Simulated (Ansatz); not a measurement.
**NbRu: computed property card**

NbRu:
```yaml
crystal:
  lattice:
    - [1.60992, -2.28080, 0.00000]
    - [1.60992, 2.28080, 0.00000]
    - [0.00000, 0.00000, 4.20018]
  atoms:
    - { symbol: Nb, position: [0.00000, 0.00000, 0.00000] }
    - { symbol: Ru, position: [0.50000, 0.50000, 0.50000] }
```

Space group Cmmm (No. 65); conventional cell a = 3.220 Å, b = 4.562 Å, c = 4.200 Å, α = β = γ = 90.00°.

Method: plane-wave PAW PBEsol (Ansatz code). Structure relaxed to zero pressure with the same functional. Other levels are named where they apply.

Cell and energy:

```
Property                                                       Result
-----------------------------------------------------  --------------
Volume per atom                                              15.42 Å³
Density                                                   10.44 g/cm³
Formation energy from the elements (no fitted shifts)  -0.057 eV/atom
```

Electronic structure:

```
Item                                                                       Result
------------------------------------  -------------------------------------------
Electronic character                                            metallic (no gap)
Density of states at the Fermi level  1.2 states/eV per atom (mean over ±0.08 eV)
Gap with spin–orbit coupling                                      none (metallic)
```

Mechanics:

```
Item                                                                                                                                        Value
--------------------------------------------  ---------------------------------------------------------------------------------------------------
Elastic constants (relaxed ions, GPa)         C11 = 298, C22 = 364, C33 = 381, C12 = 162, C13 = 284, C23 = 154, C44 = 75.9, C55 = 98.5, C66 = 107
Mechanical stability                                                                                       stable (all eigenvalues of C positive)
Hill bulk and shear moduli                                                                                                       246 and 74.1 GPa
Young's modulus                                                                                                                           202 GPa
Poisson's ratio                                                                                                                              0.36
Debye temperature from the elastic constants                                                                                                359 K
```

Phonons:

```
Property                                        Value
-----------------------------  ----------------------
Highest zone-centre frequency                241 cm⁻¹
Zone-centre stability          no imaginary mode at Γ
```

The workflow started from a Materials Project entry (that database holds measured and hypothetical structures alike); the Crystallography Open Database copy checked does not list it. COD files the formula under space group No. 123, 221. With Nb and Ru taken as one species the cell has the higher symmetry I4/mmm, so it may be an ordered model of a mixed-site phase. Whether it is the stable phase at ambient conditions was not checked. Symmetry was held in the PBEsol relaxation. No spin polarisation was allowed. As this level gives no gap, shear constants depend on the k-mesh and smearing (Fermi–Dirac, 0.1 eV here). As this level gives no gap, phonon frequencies hold no LO–TO term and depend on the k-mesh and smearing (Fermi–Dirac, 0.1 eV here). Axis ratios of metals converge slowly with the k-mesh, so a and c are less sure than the volume. On the denser mesh and wider smearing of the elastic run this cell carries a stress of 0.7 GPa. The references are the lowest solids computed at this level, not always the standard phases. Spin–orbit coupling is left out wherever it is not named.

Potentials: the later of the program's two PAW sets.
